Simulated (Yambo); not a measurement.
```
CELL_PARAMETERS angstrom
      3.96380     0.00000     0.00000
      0.00000     3.96380     0.00000
      0.00000     0.00000     3.96380
ATOMIC_POSITIONS crystal
  Cl 0.50000 0.50000 0.50000
  Rb 0.00000 0.00000 0.00000
```

The PBEsol cell relaxed from Materials Project entry mp-23299 was given an isotropic strain of +2 % on all lattice vectors, and the atoms were relaxed again.

### Question
Where are the main features of Im ε from RPA with local fields on PBEsol bands shifted by a G0W0 scissor of 2.91 eV (Yambo; 10×10×10 mesh, 41 bands, 4 Ry local-field block, 0.2 eV broadening; field along x)?

### Answer
Peaks at 10.5 eV (3.1), 13.2 eV (2.7), 17.6 eV (1.7), heights in brackets. Structure narrower than a few tenths of an eV can come from the finite k mesh. Convergence of the RPA response with its 10×10×10 mesh was not tested. The scissor comes from a G0W0 run whose convergence isn't established. No excitonic effects at this level. 

This is not the ordinary phase of the substance.
